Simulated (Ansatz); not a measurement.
Ga₂O₃ in space group Cc (No. 9; Pearson symbol mS20), plane-wave PAW r²SCAN (Ansatz code), all energies at zero smearing, with the estimated change up to a 700 eV cutoff added, with one set of potentials and settings (totals compare only within such a set). Cell of 10 atoms (4 Ga, 6 O): -18576.586 eV.

```tsv
element	reference phase	E (eV/atom)
Ga	Cmce, 4 atoms in the cell	-3790.2722
O	C2/m, 4 atoms in the cell, spin-polarised	-566.0346
```

Formation energy per atom, worked out: (-18576.586 − 4×(-3790.2722) − 6×(-566.0346))/10 = -1.929 eV/atom (-186 kJ per mol of atoms), at 0 K, without zero-point energy or fitted corrections.

The start of the workflow was typed in or built on a structure type; neither database checked (COD, Materials Project) lists it. It is not the phase usual at ambient conditions (space group No. 12, 167). The r²SCAN relaxation kept the symmetry of its start; its stability against distortions is not shown here. The references are the lowest solids computed at this level, not always the standard phases (solids in place of the gases).

Potentials: the earlier of the program's two PAW sets.
